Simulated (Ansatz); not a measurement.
The relaxed structure here is a generated cell of ZrGe: the first start was made by placing the elements on the sites of a structure type, and the end was not matched to a known phase here, so it may be hypothetical.

The start is a generated cell, ZrGe built in the CoSn structure type. The cell and all atomic positions are relaxed at zero pressure with r2SCAN (plane waves to 500 eV, PAW, scalar-relativistic; Ansatz, an electronic-structure program). First-step values are on the input's coarse k-mesh.

Ansatz input (later rounds restart from its end on a renewed k-mesh):
Ansatz 0.2 input:
```yaml
crystal:
  lattice:
    - [6.1798918, 0, 0]
    - [-3.0899459, 5.3519433, 0]
    - [0, 0, 4.986642]
  atoms:
    - { symbol: Zr, position: [0.5, 0, 0] }
    - { symbol: Zr, position: [0.5, 0.5, 0] }
    - { symbol: Zr, position: [0, 0.5, 0] }
    - { symbol: Ge, position: [0, 0, 0] }
    - { symbol: Ge, position: [0.33333333, 0.66666667, 0.5] }
    - { symbol: Ge, position: [0.66666667, 0.33333333, 0.5] }
basis: { ecutwfc: 500, ecutrho_ratio: 4, xc_grid: 4, fft_grid_basis: typed }
kpoints: { mp_grid: { grid: [5, 5, 5] } }
hamiltonian:
  xc: r2scan
  dispersion: none
  pseudopotentials: { kind: paw }
scf: { occupations: { method: fermi_dirac, width: 0.05 } }
relax: { f_tol: 0.01, max_steps: 100, cell: { stress_tol: 0.02 } }
output: { forces: true, stress: true }
```

Question: What pressure does the first self-consistent step give?

Answer: -11 GPa (negative: the cell is under tension).

Question: By how much does the energy per atom fall from start to end?

Answer: 0.26 eV/atom.

Question: How does the volume change?

Answer: -14.6 %, from 27.49 to 23.47 Å³/atom.

Question: How do the shortest distances between atoms change?

Answer: The closest pairs of elements (up to four, under 3.6 Å), start → end: Ge–Zr 3.07 → 2.73 Å; Zr–Zr 3.09 → 3.17 Å; Ge–Ge 3.57 → 3.65 Å.

Question: Is the relaxed structure metallic? Give its gap.

Answer: Zero (metallic).

Question: Give the final cell and atomic positions.

Answer: 
```cif
data_Ge3Zr3
_chemical_formula_sum 'Zr3 Ge3'
_space_group_name_H-M_alt 'P6/mmm'
_space_group_IT_number 191
_space_group_name_Hall '-P 6 2'
_cell_length_a 6.33019
_cell_length_b 6.33019
_cell_length_c 4.05765
_cell_angle_alpha 90.000
_cell_angle_beta 90.000
_cell_angle_gamma 120.000
loop_
_atom_site_label
_atom_site_type_symbol
_atom_site_symmetry_multiplicity
_atom_site_Wyckoff_symbol
_atom_site_fract_x
_atom_site_fract_y
_atom_site_fract_z
_atom_site_occupancy
Zr1 Zr 3 f 0.00000 0.50000 0.00000 1
Ge1 Ge 1 a 0.00000 0.00000 0.00000 1
Ge2 Ge 2 d 0.33333 0.66667 0.50000 1
```

The space group stays P6/mmm (No. 191) (the run could not lower it), with 6 atoms in the primitive cell. Final values are on a 9×9×12 k-mesh of the relaxed cell. No spin polarisation in the result.

The run could not lose the symmetry of its start, so the end can be a saddle point.

All atoms sit on sites fixed by symmetry, so only the cell could relax.
